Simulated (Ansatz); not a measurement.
**Sb: electron density at the nuclei under pressure**

```xyz
2
Lattice="2.1506 1.2416 3.7440 -2.1506 1.2416 3.7440 0.0000 -2.4833 3.7440" Properties=species:S:1:pos:R:3 pbc="T T T"
Sb    0.0000    0.0000    2.6242
Sb    0.0000    0.0000    8.6078
```

Atom numbers follow the list: Sb1, Sb2.

Conventional cell: a = 4.301 Å, b = 4.301 Å, c = 11.232 Å, α = 90.00°, β = 90.00°, γ = 120.00°. Sb (atom 1) is surrounded by 3 Sb at 2.90 Å.

The structure is an experimental refinement, used without relaxation.

Spin–orbit coupling is left out, though it moves levels of the heavy atoms by tenths of an eV or more.

All numbers below come from Ansatz 0.2.0, DFT, LDA, all-electron PAW with datasets made for the crystal, scalar-relativistic.

Settings: a Γ-centred 12×12×12 k mesh, Fermi–Dirac smearing of 0.03 eV, cutoff 140 eV (chosen by the program for this cell), no spin polarisation.

The contact density is the mean electron density over the nuclear volume; its changes set Mössbauer isomer shifts. Changes below are taken from the unscaled cell, where it is 1.34463e+06 e/Å³ at Sb1.

Volumes at which the program chose other datasets or cutoffs are left out.

| V/V(cell) | P (GPa) | Δρ(0) Sb1 (e/Å³) |
| --- | --- | --- |
| 0.9900 | -0.2 | -0.53 |
| 1.0000 | -0.8 | 0.00 |
| 1.0100 | -1.4 | ? |
| 1.0200 | -1.9 | 1.02 |
| 1.0400 | -2.9 | ? |
| 1.0600 | -3.7 | ? |

Question: Give the missing entry: row "1.0400", column "Δρ(0) Sb1 (e/Å³)".

Answer: 2.00.

Question: Fill in "Δρ(0) Sb1 (e/Å³)" for the row "1.0600".

Answer: 3.47.

Question: What belongs in the row "1.0100", column "Δρ(0) Sb1 (e/Å³)"?

Answer: 0.52.

The datasets are made afresh for each cell, so very small changes are uncertain. Scalar relativity leaves out the p1/2 density at heavy nuclei.
